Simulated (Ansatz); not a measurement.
An Ansatz (an electronic-structure program) run. Input:

Ansatz 0.2 input:
```yaml
crystal:
  lattice:
    - [3.1748617096, 0.0, 0.0]
    - [-1.5874308548, 2.749510894, 0.0]
    - [0.0, 0.0, 7.523367525]
  atoms:
    - { symbol: Ga, position: [0.6666666667, 0.3333333333, 0.25] }
    - { symbol: Ga, position: [0.3333333333, 0.6666666667, 0.75] }
    - { symbol: N, position: [0.0, 0.0, 0.75] }
    - { symbol: N, position: [0.0, 0.0, 0.25] }
kpoints:
  mp_grid: { grid: [10, 10, 4] }
hamiltonian:
  xc: r2scan
  dispersion: d4
  pseudopotentials: { kind: paw }
scf:
  occupations: { method: fixed }
checkpoint: { read: static.run }
output: { bader: true, populations: true }
```

Output (shortened):

```
Pseudopotential: Ga, paw, valence charge 13
Pseudopotential: N, paw, valence charge 5
Functional definition: r2SCAN
Crystal: 4 atoms, lattice volume = 65.674 Å³
Basis set: ecut = 500 eV, 1629 PW (Γ), exchange–correlation on 96×96×240 points (64 copies of the dense FFT grid, shifted against one another)
Bands: 22, of which v1, the nominal top of the filled ones, is band 18 counted from 1 (17 counted from 0)
Symmetry: 24 space group operations
Space group: P63/mmc (ITA 194), of the structure as read, at distance tolerance 4.0e-5 Å
k-points: 42 of 400
Stability of the state it starts from, as read at its close in the unpolarized treatment …
iter 1 solved again at ethr=1.01e-7 eV; its pass at ethr=3.10e-3 eV (dr2=3.64e-5 eV) is discarded
SCF iter   1: F=—  HF=-8351.438644 eV  |F-HF|=—  |Δ(HF+E_count)|=         —  Δρ=5.89e-7  dr2=1.79e-10  dr2_τ=1.90e-11  ethr=1.01e-7  ⟨swp⟩=3.0  Hψ=6174  notcnv=0  defer=84
preconditioner: auto → Resta (q_TF=auto, 2.468 Å⁻¹)
SCF iter   2: F=-8351.438644 eV  HF=-8351.438644 eV  |F-HF|=1.13e-10  |Δ(HF+E_count)|=   1.19e-8  Δρ=4.93e-7  dr2=1.52e-10  dr2_τ=3.91e-11  ethr=1.00e-12  ⟨swp⟩=7.1  Hψ=3810  notcnv=0
SCF 1 converged in 2 iterations: F = -8351.438644 eV  dr2 = 1.52e-10
SCF converged after 2 iterations
Free energy (F): -8351.438644 eV
Harris-Foulkes:  -8351.438644 eV  (|F-HF|=1.13e-10)
Internal energy: -8351.438644 eV  (E = F + TS)
E sigma→0 (E₀):  -8351.438644 eV
Fermi energy:    4.915861 eV
--- Per-component energies (eV) ---
  E_band       = -194.805040
  E_kinetic    = 490.939031
  E_local      = -5062.001724  (includes V_loc(G=0)·N_el)
  E_nonlocal   = 949.729654
  E_hartree    = 2296.212309
  E_xc         = -241.959289
  E_vxc        = -285.716556  (∫ρ·V_xc dr)
  E_paw        = -4270.009292  (= ΣΔE_a)
  E_vpaw       = -896.456870  (= ΣTr[D̂ρ^β])
  E_aug_tail   = -0.000040  (compensation charges beyond the density's cutoff)
  E_vtau       = 16.277040  (kinetic-family band-sum trace: ∫τ·v_τ [+ j·A + Jᵃ·Aᵃ] dr)
  E_ewald      = -2512.554377
  E_disp       = -0.429648  (pairwise vdW)
  E_core_change = -1.365269  (= ΣΔE_core)
  E_smearing   =  0.000000  (= −TS)
  E_closure    =  0.000000  (closes the sum)
  Σ components = -8351.438644   (vs F -8351.438644, Δ=0.00e0)
  [band-id]    e_kinetic+e_local+e_nonlocal+2·e_hartree+e_vxc+e_vpaw+e_augmentation_tail+e_vtau = -194.804847   (vs E_band -194.805040, Δ=1.93e-4)
--- Band table (eV; the first three rows and the last of 42) ---
  k-point 0: bands = ["-11.6376", "-11.5562", "-9.1944", "-9.1944", "-9.1929", "-9.1929", "-8.8851", "-8.8851", "-8.8823", "-8.8823", "-8.3527", "-8.2090", "0.8986", "2.8127", "4.3286", "4.3286", "4.3771", "4.3771", "6.4127", "8.8721", "11.0787", "13.7912"]
  k-point 1: bands = ["-11.6256", "-11.5681", "-9.1942", "-9.1942", "-9.1931", "-9.1931", "-8.8847", "-8.8847", "-8.8827", "-8.8827", "-8.3332", "-8.2318", "1.1157", "2.4284", "4.3356", "4.3356", "4.3699", "4.3699", "6.8218", "8.4687", "11.4832", "13.1953"]
  k-point 2: bands = ["-11.5969", "-11.5969", "-9.1936", "-9.1936", "-9.1936", "-9.1936", "-8.8837", "-8.8837", "-8.8837", "-8.8837", "-8.2841", "-8.2841", "1.7002", "1.7002", "4.3527", "4.3527", "4.3527", "4.3527", "7.6544", "7.6544", "12.2996", "12.2996"]
  k-point 41: bands = ["-10.7660", "-10.7660", "-9.1241", "-9.1241", "-9.0073", "-9.0073", "-8.9386", "-8.9386", "-8.8375", "-8.8375", "-6.8575", "-6.8575", "-1.1202", "-1.1202", "0.2927", "0.2927", "4.4520", "4.4520", "9.9228", "9.9228", "12.1409", "12.1409"]…
--- Löwdin populations: 4 sites ---
  site symbol       q [e]
     0     Ga     12.1352
     1     Ga     12.1352
     2      N      5.8091
     3      N      5.8091
  spilling = 0.003093 (of n_electrons = 36.000000)
--- Bader charges: 4 sites ---
  site symbol  charge [e]  shift [e]
     0     Ga      1.6089     0.0149
     1     Ga      1.6089     0.0149
     2      N     -1.6089     0.0149
     3      N     -1.6089     0.0149
  shift: an alarm, by how much a part of what the PAW files miss would move the charge. Where it is large, compare
  with a run on PAW files of another source; a small one proves nothing
  estimated error of the sums over rays = 3.9e-4 e
```

Cost: about 80 core-seconds (a rough figure) on shared cores.

Space group P6_3/mmc. The first step of the workflow began from a Materials Project structure, measured or hypothetical; the Crystallography Open Database copy checked does not list it. It is not the phase usual at ambient conditions (space group No. 186, 216). Symmetry was held in the r²SCAN+D4 relaxation; of distortions, only those at the zone centre were tested, and some modes there are weakly imaginary. Spin–orbit coupling is left out wherever it is not named.

Potentials: the later of the program's two PAW sets.

Ansatz is a plane-wave DFT program.
